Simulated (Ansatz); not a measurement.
Pt (Im-3m); total moment held at 0.5 μB.

```
Pt
1.0
    -1.58422    1.58422    1.58422
     1.58422   -1.58422    1.58422
     1.58422    1.58422   -1.58422
Pt
1
Cartesian
  0.0000 0.0000 0.0000
```

The source of the geometry is a structure from the Materials Project; atoms and cell stay fixed.

Functional, mesh and filling: r²SCAN, 13×13×13 k mesh, Fermi–Dirac smearing of 0.08 eV. PAW means Ansatz 0.2.0 on its default frozen-core files. Site moments are integrated in spheres about the atoms. Start moments (μB): Pt 0.5.

The self-consistent cycle went as follows.

```tsv
iteration	Harris–Foulkes energy less the last (meV)	density residual (eV)	M (μB)	∫|m| (μB)
1	-111.376	6.1e-01	0.5000	0.5000
2	11.294	8.6e-02	0.5000	0.5016
3	3.367	1.3e-02	0.5000	0.5025
4	0.828	2.8e-03	0.5000	0.5018
5	0.031	1.3e-05	0.5000	0.5016
6	0.012	5.1e-06	0.5000	0.5018
7	0.003	1.1e-06	0.5000	0.5018
8	0.000	9.0e-09	0.5000	0.5018
9	0.000	3.6e-09	0.5000	0.5018
```

Site moments (μB): Pt 0.48. Cell moment 0.50 μB.

The PAW files were made with PBE; the program remakes their cores once for the run's functional and then keeps them frozen. The Ansatz runs typed with the search for lower states off end where their start leads. Spin–orbit coupling is left out although heavy atoms are present. r²SCAN is known to give itinerant transition metals moments and polarisation energies that are too large. These are results for the start and cell typed. The real compound can order otherwise, in a larger cell, or not at all, since semilocal functionals at zero temperature often overstate magnetism.
